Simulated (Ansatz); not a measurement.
CoB3W3: relaxation (Ansatz)

The command:

```bash
ansatz run input.yaml --threads 2 --pin off --max-ram 4096MiB --backend cpu --events-out ev --progress --plain --runs-dir out
```

Input:

```yaml
crystal:
  lattice:
    - [1.58474801, 4.20634975, 0.0]
    - [1.58474801, -4.20634975, 0.0]
    - [0.0, 0.0, -10.71615296]
  atoms:
    - { symbol: W, position: [0.2101, 0.7899, 0.8936], spin: 1.0 }
    - { symbol: W, position: [0.7899, 0.2101, 0.3936], spin: 1.0 }
    - { symbol: W, position: [0.7899, 0.2101, 0.1064], spin: 1.0 }
    - { symbol: W, position: [0.2101, 0.7899, 0.6064], spin: 1.0 }
    - { symbol: B, position: [0.9071, 0.0929, 0.8864] }
    - { symbol: B, position: [0.0929, 0.9071, 0.3864] }
    - { symbol: B, position: [0.0929, 0.9071, 0.1136] }
    - { symbol: B, position: [0.9071, 0.0929, 0.6136] }
    - { symbol: W, position: [0.5, 0.5, 0.75], spin: 1.0 }
    - { symbol: W, position: [0.5, 0.5, 0.25], spin: 1.0 }
    - { symbol: B, position: [0.7953, 0.2047, 0.75] }
    - { symbol: B, position: [0.2047, 0.7953, 0.25] }
    - { symbol: Co, position: [0.5, 0.5, 0.0], spin: 3.0 }
    - { symbol: Co, position: [0.5, 0.5, 0.5], spin: 3.0 }
kpoints:
  mp_grid: { grid: [6, 6, 2], shift: [0, 0, 0] }
magnetization:
  spin_polarized: true
scf:
  occupations: { method: fermi_dirac }
  lower_state_search: "off"
hamiltonian:
  pseudopotentials: { kind: paw }
  xc: pbesol
basis:
  ecutwfc: 420
  fft_grid_basis: typed
relax:
  max_steps: 60
  cell: { p_target: 0.0 }
  f_tol: 0.03
output:
  forces: true
  stress: true
  eigenvalues: true
  populations: true
  elf: true
  write_potential: true
  volumetric_format: npy
  dos:
    e_range: [-12, 8]
    de: 0.05
    projected: { site_lists: { B: [B], Co: [Co], W: [W] } }
  write_density: true
  bader: false
checkpoint:
  read: saved_state
```

Origin of the cell: a database entry, scaled a little.

The smearing width isn't typed, so it takes its default of 0.1 eV.

The saved state is a converged single point of the same cell.

Steps («new basis» is an SCF on plane waves selected anew at the same cell):

```csv
step,ΔF (meV/atom),max force component (eV/Å),P (GPa),volume (Å³),SCF iterations,step was
1,0.0,2.003,-0.45,142.87,14,accepted
2,-28.5,1.062,0.84,141.93,12,accepted
3,-42.4,0.269,-0.40,142.03,11,accepted
4,-44.1,0.174,0.30,141.82,9,accepted
5,-44.4,0.040,-0.16,141.96,9,accepted
6,-44.5,0.002,0.01,141.90,7,accepted
7,-44.4,0.003,-0.01,141.90,7,new basis
```

The starting structure.

Space group Cmcm (No. 63); the run's cell has a = 4.495 Å, b = 4.495 Å, c = 10.716 Å, α = 90.00°, β = 90.00°, γ = 138.71°. Shortest distances: B–B 1.74 Å, B–Co 2.15 Å, B–W 2.29 Å, Co–W 2.63 Å, W–W 2.83 Å, Co–Co 3.17 Å.

After:

Space group Cmcm (No. 63); the run's cell has a = 4.483 Å, b = 4.483 Å, c = 10.696 Å, α = 90.00°, β = 90.00°, γ = 138.70°. Shortest distances: B–B 1.89 Å, B–Co 2.05 Å, B–W 2.30 Å, Co–W 2.64 Å, W–W 2.83 Å, Co–Co 3.16 Å.

```yaml
crystal:
  lattice:
    - [1.58116, 4.19519, 0.00000]
    - [1.58116, -4.19519, 0.00000]
    - [0.00000, 0.00000, -10.69616]
  atoms:
    - { symbol: W, position: [0.21139, 0.78861, 0.89346] }
    - { symbol: W, position: [0.78861, 0.21139, 0.39346] }
    - { symbol: W, position: [0.78861, 0.21139, 0.10654] }
    - { symbol: W, position: [0.21139, 0.78861, 0.60654] }
    - { symbol: B, position: [0.91543, 0.08457, 0.89790] }
    - { symbol: B, position: [0.08457, 0.91543, 0.39790] }
    - { symbol: B, position: [0.08457, 0.91543, 0.10210] }
    - { symbol: B, position: [0.91543, 0.08457, 0.60210] }
    - { symbol: W, position: [0.49885, 0.50115, 0.75000] }
    - { symbol: W, position: [0.50115, 0.49885, 0.25000] }
    - { symbol: B, position: [0.79187, 0.20813, 0.75000] }
    - { symbol: B, position: [0.20813, 0.79187, 0.25000] }
    - { symbol: Co, position: [0.50000, 0.50000, 0.00000] }
    - { symbol: Co, position: [0.50000, 0.50000, 0.50000] }
```

```
Free energy lowered by                                                                 : 44.4 meV/atom
Volume change                                                                          : -0.68 %
Final pressure                                                                         : -0.01 GPa
Relaxation steps listed                                                                : 7
Formation energy (elements under the same functional, gases as molecules, uncorrected) : -0.507 eV/atom
```

Caveats: a starting moment was lost; no moments, though an odd count or open d shells may carry them; no spin-orbit coupling, though heavy elements are present; the database entry stands far from equilibrium and may be faulty; the k mesh is coarse if the cell is a metal; the relaxation held the start's symmetry, so the end may be a saddle point.

Time: 200 s of wall time on 2 CPU thread(s) of a shared host, from a saved density.
